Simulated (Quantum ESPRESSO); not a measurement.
**Fitting the PBEsol energy curve of LaBRh3**

```
La Rh B
1.0
     4.24200    0.00000    0.00000
     0.00000    4.24200    0.00000
     0.00000    0.00000    4.24200
La Rh B
1 3 1
Direct
  0.00000 0.00000 0.00000
  0.50000 0.50000 0.00000
  0.50000 0.00000 0.50000
  0.00000 0.50000 0.50000
  0.50000 0.50000 0.50000
```

The cell was scaled at fixed shape and fractions and run with Quantum ESPRESSO, GBRV 1.5 PBEsol, cutoff 612 eV; PBEsol, k mesh 6 × 6 × 6 on the cell of 5 atoms, fermi-dirac occupations of 0.05 eV, no spin polarisation, no spin-orbit coupling. Energies are those that the program minimises, any entropy of the smearing included. For a metal such a mesh isn't converged to the digits shown.

| V (Å³/atom) | energy over the lowest row (meV/atom) |
| --- | --- |
| 14.3506 | 23.08 |
| 14.6559 | 7.29 |
| 14.9613 | 0.00 |
| 15.2666 | 0.29 |
| 15.5719 | 7.36 |
| 15.8773 | ? |
| 16.1826 | 38.98 |

Fit the third-order Birch-Murnaghan form, give V0, B0 and B′, and predict the energy left open.

With y = (V0/V)^(2/3), E = E0 + (9 V0 B0/16) [(y - 1)³ B′ + (y - 1)² (6 - 4y)]. Least squares through the rows shown give V0 = 15.0999 Å³/atom, E0 = -0.76 meV, B0 = 186.7 GPa (1 eV/Å³ = 160.218 GPa) and B′ = 4.62, with a largest miss of 0.01 meV. At V = 15.8773 the form with these constants gives 20.47 meV; the run gave 20.47 meV an atom. Measured volume: 15.37 Å³/atom at 300 K (arxiv:0909.0460), so the fit lies -1.8 % from it. The runs are for a static lattice.
